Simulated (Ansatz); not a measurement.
Data:

ZnGaNO:
```
ZnGaNO
1.0
    3.22886     0.00000     0.00000
    0.00000     5.53151     0.00000
    0.00000     0.00000     5.22675
Zn Ga N O
2 2 2 2
Direct
  0.50000   0.17575   0.49056
  0.50000   0.82425   0.99056
  0.00000   0.34797   0.00685
  0.00000   0.65203   0.50685
  0.00000   0.33563   0.36807
  0.00000   0.66437   0.86807
  0.50000   0.17950   0.88853
  0.50000   0.82050   0.38853
```

This is the PBEsol-relaxed structure. Tensor components refer to the Cartesian frame of this cell.

Question: All from PBEsol in the plane-wave PAW code Ansatz, unless another level is named. Estimate the static dielectric constant ε0 (ions relaxed, cell fixed).

Answer: 11.6 (xx), 10.7 (yy), 12.1 (zz).

Question: Next, the Born charges (a third of the trace)?

Answer: Zn +2.07, Ga +2.69, N -2.30, O -2.46 e.

Question: Predict the electronic dielectric constant ε∞ (DFPT).

Answer: 6.12 (xx), 5.66 (yy), 5.87 (zz).

Space group Pmc2_1. The workflow started from a Materials Project entry (that database holds measured and hypothetical structures alike); the Crystallography Open Database copy checked does not list it. Whether it is the stable phase at ambient conditions was not checked. The cell was relaxed with PBEsol under the symmetry of its start; its stability against distortions is not shown here. Scalar-relativistic: spin–orbit coupling is off unless named, which matters more the heavier the elements.

Potentials: the later of the program's two PAW sets.
